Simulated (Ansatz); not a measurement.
Input file for Ansatz (a program for electronic structure):

Ansatz 0.2 input:
```yaml
crystal:
  lattice:
    - [-1.9523248562, 1.9523248562, 3.9122124696]
    - [1.9523248562, -1.9523248562, 3.9122124696]
    - [1.9523248562, 1.9523248562, -3.9122124696]
  atoms:
    - { symbol: Re, position: [0.75, 0.25, 0.5] }
    - { symbol: Re, position: [0.25, 0.75, 0.5] }
    - { symbol: Re, position: [0.5, 0.5, 0.0] }
    - { symbol: W, position: [0.0, 0.0, 0.0] }
kpoints:
  mp_grid: { grid: [11, 11, 11] }
  band_path:
    path:
      - [[0.0, 0.0, 0.0], [0.0, 0.0, 0.5], [0.25, 0.25, 0.25], [0.0, 0.5, 0.0], [0.0, 0.0, 0.0], [0.5, 0.5, -0.5], [0.3122585942, 0.6877414058, -0.3122585942]]  # Γ-X-P-N-Γ-M-S
      - [[-0.3122585942, 0.3122585942, 0.3122585942], [0.0, 0.0, 0.0]]  # S_0-Γ
      - [[0.0, 0.0, 0.5], [-0.1245171883, 0.1245171883, 0.5]]  # X-R
      - [[0.5, 0.5, -0.1245171883], [0.5, 0.5, -0.5]]  # G-M
    npoints: 8
basis: { xc_grid: 2 }
hamiltonian:
  xc: pbesol
  pseudopotentials: { kind: paw }
magnetization: { noncollinear: true, spin_orbit: true }
scf:
  n_extra_bands: 13
  convergence: { dr2_threshold: 0.0000000001 }
  occupations: { method: gaussian, width: 0.05 }
output: { eigenvalues: true }
```

Output (shortened):

```
Pseudopotential: Re, paw_fr, valence charge 15
Pseudopotential: W, paw_fr, valence charge 14
Functional definition: PBEsol
non-collinear run that drives no moment, with spin-orbit …
Crystal: 4 atoms, lattice volume = 59.647 Å³
Basis set: ecut = 420 eV, 1145 PW (Γ), exchange–correlation on 72×72×72 points (8 copies of the dense FFT grid, shifted against one another)
Bands: 72, of which v1, the nominal top of the filled ones, is band 59 counted from 1 (58 counted from 0)
Symmetry: 16 space group operations + 16 with time reversal
k-points: 126 of 1331
Projection manifold: j_resolved (fully-relativistic pseudo-atomic orbitals)
SCF iter   1: F=—  HF=-42572.613639 eV  |F-HF|=—  |Δ(HF+E_count)|=         —  Δρ=7.79e-2  dr2=5.93e0  dr2_m=0.00e0 (ungated)  ethr=3.10e-3  |M|=0.00e0 ∫|m|=0.00e0 μB  |m|>n=0.0e0 m-floor=0.0e0 τ_xc=0.0e0  β_m=0.30  ⟨swp⟩=5.3  Hψ=18934  notcnv=0  defer=38
preconditioner: auto → Kerker (q_TF=auto, 2.723 Å⁻¹)
spin=Noncollinear: Kerker preconditioning applied to the charge; magnetization (m_x, m_y, m_z) channels mix plain (no charge-response kernel on spin).
SCF iter   2: F=—  HF=-42571.698925 eV  |F-HF|=—  |Δ(HF+E_count)|=   9.15e-1  Δρ=5.24e-2  dr2=2.12e0  dr2_m=0.00e0 (ungated)  ethr=3.10e-3  |M|=0.00e0 ∫|m|=0.00e0 μB  |m|>n=0.0e0 m-floor=0.0e0 τ_xc=0.0e0  β_m=0.54  ⟨swp⟩=2.0  Hψ=5693  notcnv=0  defer=818
SCF iter   3: F=—  HF=-42571.110149 eV  |F-HF|=—  |Δ(HF+E_count)|=   5.89e-1  Δρ=1.45e-2  dr2=1.02e-1  dr2_m=0.00e0 (ungated)  ethr=3.10e-3  |M|=0.00e0 ∫|m|=0.00e0 μB  |m|>n=0.0e0 m-floor=0.0e0 τ_xc=0.0e0  β_m=0.71  ⟨swp⟩=2.4  Hψ=6281  notcnv=0  defer=818
SCF iter   4: F=—  HF=-42571.088621 eV  |F-HF|=—  |Δ(HF+E_count)|=   2.15e-2  Δρ=5.18e-3  dr2=2.86e-2  dr2_m=0.00e0 (ungated)  ethr=1.72e-4  |M|=0.00e0 ∫|m|=0.00e0 μB  |m|>n=0.0e0 m-floor=0.0e0 τ_xc=0.0e0  β_m=0.62  ⟨swp⟩=2.2  Hψ=6940  notcnv=0  defer=876
SCF iter   5: F=—  HF=-42571.085005 eV  |F-HF|=—  |Δ(HF+E_count)|=   3.62e-3  Δρ=1.63e-3  dr2=1.42e-3  dr2_m=0.00e0 (ungated)  ethr=4.84e-5  |M|=0.00e0 ∫|m|=0.00e0 μB  |m|>n=0.0e0 m-floor=0.0e0 τ_xc=0.0e0  β_m=0.79  ⟨swp⟩=1.8  Hψ=5534  notcnv=0  defer=870
SCF iter   6: F=—  HF=-42571.085072 eV  |F-HF|=—  |Δ(HF+E_count)|=   6.71e-5  Δρ=7.42e-4  dr2=6.39e-4  dr2_m=0.00e0 (ungated)  ethr=2.41e-6  |M|=0.00e0 ∫|m|=0.00e0 μB  |m|>n=0.0e0 m-floor=0.0e0 τ_xc=0.0e0  β_m=0.82  ⟨swp⟩=2.0  Hψ=5805  notcnv=0  defer=868
SCF iter   7: F=—  HF=-42571.084961 eV  |F-HF|=—  |Δ(HF+E_count)|=   1.11e-4  Δρ=1.30e-4  dr2=1.54e-5  dr2_m=0.00e0 (ungated)  ethr=1.08e-6  |M|=0.00e0 ∫|m|=0.00e0 μB  |m|>n=0.0e0 m-floor=0.0e0 τ_xc=0.0e0  β_m=0.91  ⟨swp⟩=2.0  Hψ=5508  notcnv=0  defer=868
SCF iter   8: F=—  HF=-42571.084960 eV  |F-HF|=—  |Δ(HF+E_count)|=   1.29e-6  Δρ=3.01e-5  dr2=8.34e-7  dr2_m=0.00e0 (ungated)  ethr=2.61e-8  |M|=0.00e0 ∫|m|=0.00e0 μB  |m|>n=0.0e0 m-floor=0.0e0 τ_xc=0.0e0  β_m=0.96  ⟨swp⟩=2.0  Hψ=5637  notcnv=0  defer=868
SCF iter  10: F=-42571.085000 eV  HF=-42571.085000 eV  |F-HF|=7.28e-12  |Δ(HF+E_count)|=   2.49e-9  Δρ=2.68e-7  dr2=4.28e-11  dr2_m=0.00e0 (ungated)  ethr=1.00e-12  |M|=0.00e0 ∫|m|=0.00e0 μB  |m|>n=0.0e0 m-floor=0.0e0 τ_xc=0.0e0  ⟨swp⟩=8.6  Hψ=18986  notcnv=0
SCF 1 converged in 10 iterations: F = -42571.085000 eV  dr2 = 4.28e-11
NSCF: frozen V_eff on 76 k-points
SCF converged after 10 iterations
Magnetization: |M| = 0.0000 μB,  M = (+0.0000, +0.0000, +0.0000) μB
Absolute magnetization: 0.0000 μB (∫|m|)
  site 0: m = (+0.0000, +0.0000, +0.0000) μB, |m| = 0.0000 μB  (R = 1.14 Å)
  site 1: m = (+0.0000, +0.0000, +0.0000) μB, |m| = 0.0000 μB  (R = 1.14 Å)
  site 2: m = (+0.0000, +0.0000, +0.0000) μB, |m| = 0.0000 μB  (R = 1.14 Å)
  site 3: m = (+0.0000, +0.0000, +0.0000) μB, |m| = 0.0000 μB  (R = 1.14 Å)
Free energy (F): -42571.085000 eV
Harris-Foulkes:  -42571.085000 eV  (|F-HF|=7.28e-12)
Internal energy: -42571.081734 eV  (E = F + TS)
E sigma→0 (E₀):  -42571.083367 eV
Entropy (-TS):   -0.003266 eV (-0.816 meV/atom)
Fermi energy:    23.652915 eV
--- Per-component energies (eV) ---
  E_band       = -310.675823
  E_kinetic    = 2075.289047
  E_local      = -2873.890245  (includes V_loc(G=0)·N_el)
  E_nonlocal   = 133.230635
  E_hartree    = 1031.578693
  E_xc         = -1466.567503
  E_vxc        = -1150.846772  (∫ρ·V_xc dr)
  E_paw        = -34116.079666  (= ΣΔE_a)
  E_vpaw       = -557.615496  (= ΣTr[D̂ρ^β])
  E_aug_tail   = -0.000337  (compensation charges beyond the density's cutoff)
  E_ewald      = -7355.583546
  E_core_change = 0.941186  (= ΣΔE_core)
  E_smearing   = -0.003266  (= −TS)
  E_closure    = 0.000000  (closes the sum)
  Σ components = -42571.085000   (vs F -42571.085000, Δ=0.00e0)
  [band-id]    e_kinetic+e_local+e_nonlocal+2·e_hartree+e_vxc+e_vpaw+e_augmentation_tail = -310.675779   (vs E_band -310.675823, Δ=4.32e-5)
--- Band table (eV; the first three rows and the last of 126) ---
  k-point 0: bands = ["-56.0228", "-56.0228", "-55.9118", "-55.9118", "-55.8748", "-55.8748", "-49.7283", "-49.7283", "-26.0662", "-26.0662", "-26.0188", "-26.0188", "-25.7512", "-25.7512", "-21.2316", "-21.2316", "-15.3769", "-15.3769", "-15.3243", …
  k-point 1: bands = ["-56.0197", "-56.0197", "-55.9118", "-55.9118", "-55.8778", "-55.8778", "-49.7284", "-49.7284", "-26.0635", "-26.0635", "-26.0117", "-26.0117", "-25.7615", "-25.7615", "-21.2334", "-21.2334", "-15.3926", "-15.3926", "-15.2787", …
  k-point 2: bands = ["-56.0113", "-56.0113", "-55.9120", "-55.9120", "-55.8858", "-55.8858", "-49.7286", "-49.7286", "-26.0555", "-26.0555", "-25.9928", "-25.9928", "-25.7905", "-25.7905", "-21.2388", "-21.2388", "-15.3990", "-15.3990", "-15.2238", …
  k-point 125: bands = ["-55.9837", "-55.9837", "-55.9491", "-55.9491", "-55.8766", "-55.8766", "-49.7293", "-49.7293", "-26.0155", "-26.0155", "-25.9914", "-25.9914", "-25.8278", "-25.8278", "-21.2423", "-21.2423", "-15.3868", "-15.3868", "-15.2330", …
```

Cost: very roughly 100 core-seconds on shared cores.

Space group I4/mmm. The workflow started from a Materials Project entry (that database holds measured and hypothetical structures alike); the Crystallography Open Database copy checked does not list it. Its standing as an ambient phase is unchecked. The PBEsol relaxation kept the symmetry of its start; its stability against distortions is not shown here. No spin polarisation was allowed.

Potentials: the later of the program's two PAW sets.

Ansatz is a plane-wave DFT program.
